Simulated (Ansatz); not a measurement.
# Al2Cu (P4/mmm), two-dimensional strain map

Method: DFT r2SCAN, scalar-relativistic, plane waves, PAW in Ansatz. Settings: plane waves to 500 eV, k-mesh 12×12×16 (Γ-centred), Gaussian smearing 0.15 eV. No spin polarisation. Energies are free energies at this smearing, counted from the undisturbed cell; pressure is positive in compression.

Reference structure (relaxed at this level; it needn't be the usual structure):

```
Al Cu
1.0
     4.08803    0.00000    0.00000
     0.00000    4.08803    0.00000
     0.00000    0.00000    2.85133
Al Cu
2 1
Direct
  0.50000 0.00000 0.50000
  0.00000 0.50000 0.50000
  0.00000 0.00000 0.00000
```

The cell is strained by p along both x and y and by q along z, fractional coordinates fixed. Points are written (p, q).

Energy above the undisturbed cell in meV/atom (a dash: not computed):

```
 p \ q  -0.030  -0.015  0.000  0.015  0.030
-0.030    45.9    33.3   25.3   21.1   20.2
-0.015    20.3    11.0    6.6    6.2    8.9
 0.000     7.8     1.4    0.0    2.8    8.8
 0.015     6.6     3.1    4.2    9.6   18.4
 0.030    14.4    14.0   17.8   25.4   36.5
```

Pressure in GPa:

```csv
p \ q,-0.030,-0.015,0.000,0.015,0.030
-0.030,11.5,9.2,7.2,5.4,3.7
-0.015,7.2,5.2,3.3,1.7,0.3
0.000,3.5,1.7,0.0,-1.4,-2.7
0.015,0.5,-1.2,-2.8,-4.1,-5.2
0.030,-2.1,-3.7,-5.1,-6.3,-7.3
```